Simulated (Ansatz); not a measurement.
CdF$_{2}$ (fluorite, Fm-3m), DFT-LDA in the program Ansatz with PAW potentials. The conduction-band minimum lies at Γ, with 1 equivalent valley. Second derivatives d²E/dk² of the lowest band at one valley (eV·Å²), along Cartesian directions:

| direction | d²E/dk² |
|---|---|
| [100] | 20.62 |
| [010] | 20.62 |
| [001] | 20.62 |
| [110] | 20.63 |
| [101] | 20.63 |
| [011] | 20.63 |

### Question
Find the principal effective masses, the density-of-states mass and the conductivity mass.

### Answer
Off-diagonal terms follow from H_xy = H[110] − (H_xx + H_yy)/2, and m*/mₑ = 7.620 eV·Å² over each eigenvalue: 0.37, 0.37, 0.37. One valley's DOS mass (m₁m₂m₃)^(1/3) = 0.37, conductivity mass 3/(Σ 1/mᵢ) = 0.37 mₑ.

### Question
What effective density of states Nc follows at 300 K for parabolic valleys?

### Answer
Nc = 2.509e19 × 1 × (0.37)^(3/2) ≈ 5.6e18 cm⁻³.

### Question
With the computed static dielectric constant 7.95 (mean of the diagonal), estimate a hydrogenic donor's binding energy and radius.

### Answer
E = 13.606 eV × 0.37/7.95² ≈ 80 meV; a = 0.529 Å × ε/m* ≈ 11 Å. Semilocal masses tend to be too small where the gap is.

Symmetry was held in the LDA relaxation; phonons on a q-mesh show no instability. Scalar-relativistic: spin–orbit coupling is off unless named, which matters more the heavier the elements.

Potentials: the later of the program's two PAW sets.
